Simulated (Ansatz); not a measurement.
ZrN (rock salt, space group No. 225) under volume change, the program Ansatz at the PBE level (PAW), scaled uniformly.

| V (Å³/atom) | E − E(relaxed) (meV/atom) | P (GPa) |
|---|---|---|
| 11.033 | ? | ? |
| 11.396 | 37.9 | 17.64 |
| 11.760 | 9.0 | 8.12 |
| 12.124 | 0.0 | 0.01 |
| 12.488 | 8.0 | -6.91 |
| 12.851 | ? | ? |
| 13.215 | 65.5 | -17.82 |

Q: Some entries are withheld; supply them.

A: 
- 11.033, E − E(relaxed) (meV/atom): 90.3
- 11.033, P (GPa): 28.82
- 12.851, E − E(relaxed) (meV/atom): 30.6
- 12.851, P (GPa): -12.80

Q: What does a third-order Birch–Murnaghan fit give for V₀, B₀ and B′?

A: V₀ = 12.12 Å³/atom, B₀ = 249 GPa, B′ = 4.3.

Space group Fm-3m (rock salt). The PBE relaxation kept the symmetry of its start. The run is not spin-polarised.

Potentials: the later of the program's two PAW sets.
